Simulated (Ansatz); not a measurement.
## CoB$_{2}$W$_{2}$: do energies and stresses tell the same story?

These are results of Ansatz, DFT PBEsol, scalar-relativistic, plane waves, PAW, not measurements.

Plane waves to 420 eV, a k mesh through Γ of 14×14×14 on the computed 5-atom cell and Gaussian smearing (0.10 eV); no spin polarisation.

Relaxed cell: Immm, a = 3.162 Å, b = 4.526 Å, c = 7.047 Å, α = 90.00°, β = 90.00°, γ = 90.00°, 5 atoms in the primitive cell. Whether it is the stable form of this composition wasn't checked.

Energies at zero smearing and pressures from the stress tensor, at volumes with shape and atoms relaxed:
```tsv
V (Å³/atom)	E − E(first) (meV/atom)	P (GPa)
8.875	0.00	60.07
9.177	-95.19	41.29
9.480	-157.61	25.28
9.782	-192.09	11.63
10.085	-202.74	-0.01
10.388	-193.07	-9.94
10.690	-166.08	-18.39
11.093	-107.59	-27.70
```

**Question.** Check P = −dE/dV between neighbouring volumes, and get the bulk modulus from the pressures alone.

**Answer.** With 1 eV/Å³ = 160.2 GPa:
```csv
middle V (Å³/atom),−ΔE/ΔV (GPa),mean P (GPa)
9.026,50.407,50.678
9.329,33.056,33.286
9.631,18.260,18.455
9.934,5.641,5.807
10.236,-5.121,-4.977
10.539,-14.292,-14.164
10.892,-23.230,-23.042
```

The two differ by 0.27 GPa at most. The mean of two end pressures misses the average over a step by about ΔV² P″/12, up to 0.25 GPa here; with that taken off 0.02 GPa remains. Around V = 10.085 Å³/atom, the two neighbours give B = −V ΔP/ΔV = 10.085 × 21.57 / 0.605 = 359.5 GPa, against B0 = 357.4 GPa from the Birch–Murnaghan fit of the energies.

Spin-orbit coupling is left out, which matters for the bands of heavy elements. Spin polarisation was left out, and a magnetic state may lie lower.

A ferromagnetic start lost its moments in a first run, so spin was left out; other magnetic orders weren't tried.